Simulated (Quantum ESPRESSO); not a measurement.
## AlMg2ClSe3 (input and log of a self-consistent run)

Simulated, not a measurement. The program is pw.x of Quantum ESPRESSO 7.5 (plane-wave density functional theory). The cell is made up: 7 atoms on a zincblende/diamond lattice with one site empty, with randomly drawn elements, strain and displacements, not relaxed. PseudoDojo standard norm-conserving files (v0.5 for PBE, v0.4.1 for LDA and PBEsol) set the functional; there is no spin polarisation, spin-orbit coupling or dispersion term, and the masses in the input are unused placeholders. A spin-polarised start on this cell or one of its family kept no moment.

Input:

```
&control calculation='scf', pseudo_dir='./dojo.nc.sr.pbe.v0_5.standard.upf', outdir='./o', disk_io='medium', tprnfor=.true., tstress=.true. /
&system ibrav=0, nat=7, ntyp=4, nbnd=45, ecutwfc=85.99341389, nosym=.true., tot_charge=0,
 occupations='smearing', smearing='fd', degauss=0.0018374661
/
&electrons conv_thr=7.350e-09, electron_maxstep=60, /
ATOMIC_SPECIES
Al 1.0 Al.upf
Cl 1.0 Cl.upf
Mg 1.0 Mg.upf
Se 1.0 Se.upf
CELL_PARAMETERS angstrom
5.6815 0.0 0.0
0.0 5.6815 0.0
0.0 0.0 5.7031
ATOMIC_POSITIONS angstrom
Al -0.1279 2.8992 2.8072
Mg 2.9011 0.0559 2.7983
Mg 2.7579 2.8401 0.0958
Cl 1.3186 1.3346 1.3751
Se 1.3533 4.2324 4.4065
Se 4.2026 1.4887 4.3746
Se 4.1512 4.2907 1.4664
K_POINTS automatic
4 4 4 1 1 1
```

The log is shortened where brackets say so; the opening notice, blank lines, dates and the lines on written files are dropped, and the path of the files is cut. It prints rydbergs, bohrs and kilobars, and counts compression as positive stress. With no partly filled state, the Fermi energy that it prints is only some level between the filled and the empty states on the mesh, and need not lie in the true gap.

```
     Program PWSCF v.7.5
     Parallel version (MPI & OpenMP), running on       1 processor cores
     Number of MPI processes:                 1
     Threads/MPI process:                     1
     [start-up lines left out]
     bravais-lattice index     =            0
     lattice parameter (alat)  =      10.7365  a.u.
     unit-cell volume          =    1242.3204 (a.u.)^3
     number of atoms/cell      =            7
     number of atomic types    =            4
     number of electrons       =        78.00
     number of Kohn-Sham states=           45
     kinetic-energy cutoff     =      85.9934  Ry
     charge density cutoff     =     343.9737  Ry
     scf convergence threshold =      7.3E-09
     mixing beta               =       0.7000
     number of iterations used =            8  plain     mixing
     Exchange-correlation= PBE
                           (   1   4   3   4   0   0   0)
     [axes and pseudopotential details left out]
   Cartesian axes
     site n.     atom                  positions (alat units)
         1        Al     tau(   1) = (  -0.0225117   0.5102878   0.4940949  )
         2        Mg     tau(   2) = (   0.5106222   0.0098390   0.4925284  )
         3        Mg     tau(   3) = (   0.4854176   0.4998856   0.0168617  )
         4        Cl     tau(   4) = (   0.2320866   0.2349028   0.2420312  )
         5        Se     tau(   5) = (   0.2381941   0.7449441   0.7755874  )
         6        Se     tau(   6) = (   0.7396990   0.2620259   0.7699727  )
         7        Se     tau(   7) = (   0.7306521   0.7552055   0.2581009  )
     number of k points=    32  Fermi-Dirac smearing, width (Ry)=  0.0018
                       cart. coord. in units 2pi/alat
        k(    1) = (   0.1250000   0.1250000   0.1245266), wk =   0.0625000
        k(    2) = (   0.1250000   0.1250000   0.3735797), wk =   0.0625000
     [further k points left out]
     Dense  grid:   133787 G-vectors     FFT dimensions: (  64,  64,  64)
     Estimated max dynamical RAM per process >     176.77 MB
     Initial potential from superposition of free atoms
     starting charge      77.9957, renormalised to      78.0000
     Starting wfcs are   45 randomized atomic wfcs
     total cpu time spent up to now is       15.0 secs
     per-process dynamical memory:   100.5 Mb
     Self-consistent Calculation
     iteration #  1     ecut=    85.99 Ry     beta= 0.70
     Davidson diagonalization with overlap
     ethr =  1.00E-02,  avg # of iterations =  5.2
     Threshold (ethr) on eigenvalues was too large:
     Diagonalizing with lowered threshold
     Davidson diagonalization with overlap
     ethr =  4.67E-04,  avg # of iterations =  2.1
     total cpu time spent up to now is       93.3 secs
     total energy              =   -1002.83934210 Ry
     estimated scf accuracy    <       0.35102529 Ry
     iteration #  2     ecut=    85.99 Ry     beta= 0.70
     Davidson diagonalization with overlap
     ethr =  4.50E-04,  avg # of iterations =  4.7
     total cpu time spent up to now is      144.1 secs
     total energy              =   -1002.91030809 Ry
     estimated scf accuracy    <       0.12917618 Ry
     iteration #  3     ecut=    85.99 Ry     beta= 0.70
     Davidson diagonalization with overlap
     ethr =  1.66E-04,  avg # of iterations =  2.3
     total cpu time spent up to now is      192.2 secs
     total energy              =   -1002.94128963 Ry
     estimated scf accuracy    <       0.01437365 Ry
     iteration #  4     ecut=    85.99 Ry     beta= 0.70
     Davidson diagonalization with overlap
     ethr =  1.84E-05,  avg # of iterations =  6.0
     total cpu time spent up to now is      236.7 secs
     total energy              =   -1002.94457947 Ry
     estimated scf accuracy    <       0.00130572 Ry
     iteration #  5     ecut=    85.99 Ry     beta= 0.70
     Davidson diagonalization with overlap
     ethr =  1.67E-06,  avg # of iterations =  5.5
     total cpu time spent up to now is      282.7 secs
     total energy              =   -1002.94483514 Ry
     estimated scf accuracy    <       0.00011077 Ry
     iteration #  6     ecut=    85.99 Ry     beta= 0.70
     Davidson diagonalization with overlap
     ethr =  1.42E-07,  avg # of iterations =  2.0
     total cpu time spent up to now is      327.6 secs
     total energy              =   -1002.94486076 Ry
     estimated scf accuracy    <       0.00000528 Ry
     iteration #  7     ecut=    85.99 Ry     beta= 0.70
     Davidson diagonalization with overlap
     ethr =  6.76E-09,  avg # of iterations =  2.9
     total cpu time spent up to now is      385.8 secs
     total energy              =   -1002.94486241 Ry
     estimated scf accuracy    <       0.00000071 Ry
     iteration #  8     ecut=    85.99 Ry     beta= 0.70
     Davidson diagonalization with overlap
     ethr =  9.07E-10,  avg # of iterations =  2.8
     total cpu time spent up to now is      438.7 secs
     total energy              =   -1002.94486260 Ry
     estimated scf accuracy    <       0.00000010 Ry
     iteration #  9     ecut=    85.99 Ry     beta= 0.70
     Davidson diagonalization with overlap
     ethr =  1.29E-10,  avg # of iterations =  2.0
     total cpu time spent up to now is      489.8 secs
     End of self-consistent calculation
          k = 0.1250 0.1250 0.1245 ( 16727 PWs)   bands (ev):
   -70.5521 -70.3394 -41.9218 -41.9072 -41.8259 -41.7443 -41.7330 -41.5352
   -41.5205 -41.4454 -41.4118 -41.3956 -41.3671 -41.3564 -41.3253 -41.2390
   -41.2271 -37.3536 -37.3348 -37.3019 -37.1535 -37.1249 -37.1010 -11.4809
    -7.6488  -6.9009  -6.5423  -1.1168  -0.3238   0.4261   0.9807   1.7832
     2.2709   2.4192   2.7083   2.9737   3.3333   4.3650   4.6628   6.2515
     7.5682   8.1557   8.3877   8.8705   9.7527
     [levels at the other k points left out]
     the Fermi energy is     5.6564 ev
!    total energy              =   -1002.94486263 Ry
     estimated scf accuracy    <          5.9E-09 Ry
     smearing contrib. (-TS)   =      -0.00000000 Ry
     internal energy E=F+TS    =   -1002.94486263 Ry
     The total energy is F=E-TS. E is the sum of the following terms:
     one-electron contribution =    -726.67185251 Ry
     hartree contribution      =     366.84324322 Ry
     xc contribution           =    -188.26310990 Ry
     ewald contribution        =    -454.85314343 Ry
     convergence has been achieved in   9 iterations
     Forces acting on atoms (cartesian axes, Ry/au):
     atom    1 type  1   force =     0.00039129    0.01155413    0.06592507
     atom    2 type  3   force =    -0.04190313    0.01176632    0.05903751
     atom    3 type  3   force =    -0.00683248   -0.00726992   -0.00951980
     atom    4 type  2   force =    -0.02332449    0.01348145    0.01735663
     atom    5 type  4   force =    -0.04913197    0.01050514   -0.06270324
     atom    6 type  4   force =     0.05159978   -0.01282938   -0.03950326
     atom    7 type  4   force =     0.06920101   -0.02720774   -0.03059291
     Total force =     0.168479     Total SCF correction =     0.000406
     Computing stress (Cartesian axis) and pressure
          total   stress  (Ry/bohr**3)                   (kbar)     P=       16.46
   0.00008960  -0.00015929  -0.00003056           13.18      -23.43       -4.50
  -0.00015929   0.00018116   0.00008072          -23.43       26.65       11.87
  -0.00003056   0.00008072   0.00006502           -4.50       11.87        9.57
     init_run     :     14.23s CPU     14.96s WALL (       1 calls)
     electrons    :    457.67s CPU    474.77s WALL (       1 calls)
     forces       :      6.84s CPU      6.93s WALL (       1 calls)
     stress       :     25.86s CPU     26.06s WALL (       1 calls)
     [timing details left out]
     PWSCF        :   8m24.82s CPU   8m43.19s WALL
     JOB DONE.
```

In other units: free energy -13645.760 eV for the cell, pressure 1.65 GPa, largest force component 1.779 eV/Å. A rerun of the same cell at another strain at 1467 eV and a 6 x 6 x 6 mesh moved values by no more than 0.003 eV in energy, 0.02 GPa in stress and 0.006 eV/Å in force.